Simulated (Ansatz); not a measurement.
AlCuGeSe$_{4}$:
```
CELL_PARAMETERS angstrom
     -2.76311     2.76311     5.36512
      2.76311    -2.76311     5.36512
      2.76311     2.76311    -5.36512
ATOMIC_POSITIONS crystal
  Al 0.75000 0.25000 0.50000
  Cu 0.00000 0.00000 0.00000
  Ge 0.50000 0.50000 0.00000
  Se 0.13295 0.11044 0.50577
  Se 0.88956 0.39532 0.02250
  Se 0.60468 0.62718 0.49423
  Se 0.37282 0.86705 0.97750
```

Relaxed with r²SCAN.

Q: Map the electron localisation function on the plane through (0.750, 0.250, 0.500) spanned by u = [0, 0, 1] and v = [1, -1, 0] in lattice vectors, from DFT-r²SCAN in the program Ansatz with PAW potentials.

A: x is the fraction of u, y of v (the angle between them is 90°; rows are the nearest grid lines); atoms in the plane: Al at (0.00, 0.00), Cu at (0.50, 0.25), Ge at (0.50, 0.75).
```
|0002899988888877642100000112210020|
|0003788887777777643110001235664100|
|1013678877777777653211112456788631|
|7532344555667765443333445678899997|
|7631111123455432112344666677889987|
|7631000012344321001234677777888887|
|8631000011333310110135677788889988|
|8520000123444431111344677889999998|
|6200024666667654433334457889999986|
|3100146777777776543332345789999863|
|0001478998887777643210012345554210|
|0002589999888777643100000000000000|
|0001589999888887643100000000000000|
|0000268899998876532111011233332210|
|3100025677776532111111235778888763|
|6310012456553211112111246788898876|
|8631000112211223443221257888888888|
|8742000011112247997321258888788888|
|7642100011211224664221257887788887|
|7642101122221122332211246777888887|
|7532233456654321111111235677889987|
|1012577788888875432111112346777531|
|0002688888888887542110001234553100|
|0002899988888877642100000112210020|
```
Scale: ten equal steps from -0.020 (start of '0') to 0.910 (end of '9'), in the order '0123456789'; x runs from 0.000 to 1.00, y from 0.000 (bottom) to 1.00 (top).

The density is the valence pseudo-density with augmentation charge, so density and ELF within about 1 Å of a nucleus are not all-electron values.

Space group I-4. The workflow started from a Materials Project entry (that database holds measured and hypothetical structures alike); the Crystallography Open Database copy checked does not list it. Its standing as an ambient phase is unchecked. The cell was relaxed with r²SCAN under the symmetry of its start; its stability against distortions is not shown here. No spin polarisation was allowed.

Potentials: the later of the program's two PAW sets.
